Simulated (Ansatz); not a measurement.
# Collinear states of WF2

These are results of Ansatz, DFT PBE+U, scalar-relativistic, plane waves, PAW, not measurements.

```yaml
crystal:
  lattice:
    - [4.92267, 0.00000, 0.00000]
    - [0.00000, 4.92267, 0.00000]
    - [0.00000, 0.00000, 4.14124]
  atoms:
    - { symbol: W, position: [0.00000, 0.00000, 0.00000] }
    - { symbol: W, position: [0.50000, 0.50000, 0.50000] }
    - { symbol: F, position: [0.30970, 0.30970, 0.00000] }
    - { symbol: F, position: [0.69030, 0.69030, 0.00000] }
    - { symbol: F, position: [0.80970, 0.19030, 0.50000] }
    - { symbol: F, position: [0.19030, 0.80970, 0.50000] }
```

```json
{"plane-wave cutoff": "420 eV", "Γ-centred k-mesh": "8×8×8", "occupation rule": "Gaussian smearing, 0.1 eV", "U_eff on Löwdin-orthogonalised atomic d orbitals": "W 6.2 eV", "list of starting moments (μB, in atom order)": "1 1 0 0 0 0", "check for lower electronic states after the SCF": "on"}
```

All runs keep this geometry, which stands near equilibrium for the lowest state (largest force there 0.003 eV/Å, pressure -0.1 GPa; forces reach 0.27 eV/Å in another state) and needn't be a stable compound; relaxing each order would shift the differences by some 20 meV/atom, going by the pressures and a bulk modulus of about 150 GPa. Signs run over the atoms with starting moments. The large starts are 2.5 2.5 0 0 0 0 μB. The small starts are 0.5 0.5 0 0 0 0 μB. Spin–orbit coupling is left out, which for heavy magnetic ions can matter as much as these differences. Site moments are spin moments in atom-centred spheres that scale with the neighbour distance. The states are those that the runs reached from these starts; a lower one can exist.

Question: Starts tried: no spin; ferromagnetic; large parallel starting moments; antiferromagnetic in the cell, signs +-; small parallel starting moments. Which state comes out lowest, and what are the moments?

Answer: The lowest state is antiferromagnetic, reached from the start “antiferromagnetic in the cell, signs +-”, with site moments (μB) W +2.06, W -2.06.

| start | ends | energy above lowest (meV/atom) | site moments (μB) | gap on mesh (eV) | P (GPa) |
| --- | --- | --- | --- | --- | --- |
| no spin | non-magnetic | 598 | none over 0.05 | 1.38 | -7.3 |
| ferromagnetic | ferromagnetic | 4.05 | W +2.06 (×2) | metal | 0.0 |
| large parallel starting moments | ferromagnetic | 4.05 | W +2.06 (×2) | metal | 0.0 |
| antiferromagnetic in the cell, signs +- | antiferromagnetic | 0.00 | W +2.06, W -2.06 | 0.44 | -0.1 |
| small parallel starting moments | ferromagnetic | 4.05 | W +2.06 (×2) | metal | 0.0 |

Cost: 5 runs of about 4.5 core-minutes in all, on Arm Neoverse V2 (shared hosts).